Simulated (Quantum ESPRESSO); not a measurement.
Kohn-Sham bands of Sr(ZnAs)$_{2}$ (P-3m1)

```
CELL_PARAMETERS angstrom
      4.21588     0.00000     0.00000
     -2.10794     3.65106     0.00000
      0.00000     0.00000     7.27099
ATOMIC_POSITIONS crystal
  Sr 0.00000 0.00000 0.00000
  Zn 0.66667 0.33333 0.37132
  Zn 0.33333 0.66667 0.62868
  As 0.66667 0.33333 0.72790
  As 0.33333 0.66667 0.27210
```

Structure: Materials Project mp-7770, symmetrised, not relaxed again. Not found in the COD (Crystallography Open Database) copy used; not checked further. Computed values, not measurements, from LDA: Quantum ESPRESSO (norm-conserving PseudoDojo potentials, cutoff 68 Ry, no spin polarisation, no spin-orbit coupling) on a Γ-centred 4×4×4 mesh, then Wannier90. Density: 12×12×4 mesh, cold smearing 0.01 Ry. Spin-orbit coupling, left out, would split the p-like bands by a few tenths of an eV. The gap is small at this level and was sampled on the meshes and a path alone.

Energies are relative to the valence-band maximum; weights are on the orthonormalised atomic waves of the pseudopotential files, averaged over the group. 80 electrons a cell are treated as valence.

Into which isolated groups do the bands fall, where do they lie and what are they made of?


```csv
bands,from (eV),to (eV),filling,weight on atomic waves
1–2,-125.49,-125.49,filled,Zn 3s 99 %
3–8,-80.07,-80.07,filled,Zn 3p 100 %
9–19,-35.27,-35.18,filled,"As 3d 91 %, Sr 4s 9 %"
20–22,-17.50,-17.25,filled,Sr 4p 98 %
23–24,-11.96,-10.55,filled,"As 4s 76 %, Zn 4s 11 %, Zn 3d 6 %"
25–34,-7.51,-6.93,filled,Zn 3d 96 %
35–40,-5.57,0.00,filled,"As 4p 75 %, Zn 4s 10 %"
```

The Kohn-Sham gap over both meshes and the path is 0.17 eV.
